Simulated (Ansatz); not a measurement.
## Rocksalt alloy of PbS and CaS (20 of 32 Pb sites exchanged), 64 atoms

Ansatz, PAW, plane waves. PBEsol relaxation of volume and atoms (shape held) at the single k point (¼, ¼, ¼) without its symmetry partners; single points on the relaxed atoms at the Γ point alone, onto which points of the small cell's zone fold. Arrangement: quasirandom. No spin–orbit coupling unless named.

Relaxed structure:

```yaml
crystal:
  lattice:
    - [11.49911, 0.00000, 0.00000]
    - [0.00000, 11.49911, 0.00000]
    - [0.00000, 0.00000, 11.49911]
  atoms:
    - { symbol: S, position: [0.25573, 0.99297, 0.00101] }
    - { symbol: S, position: [0.24401, 0.99392, 0.50040] }
    - { symbol: S, position: [0.24979, 0.50695, 0.00487] }
    - { symbol: S, position: [0.24324, 0.50834, 0.49313] }
    - { symbol: S, position: [0.74467, 0.99301, 0.00032] }
    - { symbol: S, position: [0.75679, 0.99335, 0.50137] }
    - { symbol: S, position: [0.75055, 0.50718, 0.99543] }
    - { symbol: S, position: [0.75721, 0.50772, 0.50741] }
    - { symbol: S, position: [0.99977, 0.25856, 0.99324] }
    - { symbol: S, position: [0.99974, 0.25103, 0.50446] }
    - { symbol: S, position: [0.00032, 0.74544, 0.00758] }
    - { symbol: S, position: [0.00054, 0.74973, 0.49560] }
    - { symbol: S, position: [0.49980, 0.25066, 0.00439] }
    - { symbol: S, position: [0.49984, 0.25067, 0.49198] }
    - { symbol: S, position: [0.50041, 0.74932, 0.00170] }
    - { symbol: S, position: [0.50060, 0.75043, 0.49960] }
    - { symbol: S, position: [0.00043, 0.99417, 0.25609] }
    - { symbol: S, position: [0.99984, 0.00594, 0.74478] }
    - { symbol: S, position: [0.00542, 0.50538, 0.25007] }
    - { symbol: S, position: [0.99534, 0.49485, 0.74997] }
    - { symbol: S, position: [0.49925, 0.99939, 0.24507] }
    - { symbol: S, position: [0.50070, 0.99518, 0.75738] }
    - { symbol: S, position: [0.49395, 0.50048, 0.24412] }
    - { symbol: S, position: [0.50721, 0.50645, 0.75756] }
    - { symbol: S, position: [0.25496, 0.24885, 0.24982] }
    - { symbol: S, position: [0.24374, 0.24147, 0.74967] }
    - { symbol: S, position: [0.25122, 0.75153, 0.25046] }
    - { symbol: S, position: [0.25765, 0.75487, 0.74979] }
    - { symbol: S, position: [0.74311, 0.24045, 0.24982] }
    - { symbol: S, position: [0.75465, 0.24917, 0.74983] }
    - { symbol: S, position: [0.74871, 0.75389, 0.25106] }
    - { symbol: S, position: [0.74581, 0.75172, 0.75090] }
    - { symbol: Pb, position: [0.00013, 0.99825, 0.00040] }
    - { symbol: Pb, position: [0.50033, 0.99847, 0.49943] }
    - { symbol: Pb, position: [0.50024, 0.50200, 0.49907] }
    - { symbol: Pb, position: [0.24996, 0.24988, 0.99966] }
    - { symbol: Pb, position: [0.24906, 0.24913, 0.49930] }
    - { symbol: Pb, position: [0.74975, 0.24972, 0.99973] }
    - { symbol: Pb, position: [0.75047, 0.24904, 0.49988] }
    - { symbol: Pb, position: [0.25009, 0.50188, 0.75060] }
    - { symbol: Pb, position: [0.75033, 0.50211, 0.24998] }
    - { symbol: Pb, position: [0.00000, 0.24972, 0.24960] }
    - { symbol: Pb, position: [0.99914, 0.75031, 0.74890] }
    - { symbol: Pb, position: [0.50006, 0.24964, 0.75059] }
    - { symbol: Ca, position: [0.00029, 0.99906, 0.50040] }
    - { symbol: Ca, position: [0.00013, 0.50196, 0.00005] }
    - { symbol: Ca, position: [0.00030, 0.50159, 0.50012] }
    - { symbol: Ca, position: [0.50025, 0.99794, 0.00117] }
    - { symbol: Ca, position: [0.50035, 0.50223, 0.00065] }
    - { symbol: Ca, position: [0.25167, 0.75009, 0.00140] }
    - { symbol: Ca, position: [0.24976, 0.75076, 0.49904] }
    - { symbol: Ca, position: [0.74918, 0.75006, 0.00081] }
    - { symbol: Ca, position: [0.75128, 0.75038, 0.50099] }
    - { symbol: Ca, position: [0.25051, 0.99796, 0.25053] }
    - { symbol: Ca, position: [0.25035, 0.99836, 0.75074] }
    - { symbol: Ca, position: [0.24983, 0.50204, 0.24953] }
    - { symbol: Ca, position: [0.74943, 0.99759, 0.25074] }
    - { symbol: Ca, position: [0.75029, 0.99911, 0.75074] }
    - { symbol: Ca, position: [0.75083, 0.50128, 0.75104] }
    - { symbol: Ca, position: [0.99976, 0.25032, 0.74938] }
    - { symbol: Ca, position: [0.00099, 0.74990, 0.25140] }
    - { symbol: Ca, position: [0.49954, 0.24929, 0.24863] }
    - { symbol: Ca, position: [0.49891, 0.75051, 0.24889] }
    - { symbol: Ca, position: [0.50162, 0.75061, 0.75220] }
```

**Question.** What are the mean bond lengths by pair (pairs within 1.2 times the sum of covalent radii, less contacts 15 % beyond the pair's median; cation–cation pairs of compounds aside; long ionic contacts are cut short by that bound)?

**Answer.** Ca–S 2.845 ± 0.037 Å (standard deviation, 120 bonds); Pb–S 2.927 ± 0.038 Å (standard deviation, 72 bonds).

**Question.** What gap lies between the top filled and the lowest empty level in the single points?

**Answer.** HSE06 2.10 eV (22 s on NVIDIA GB200).
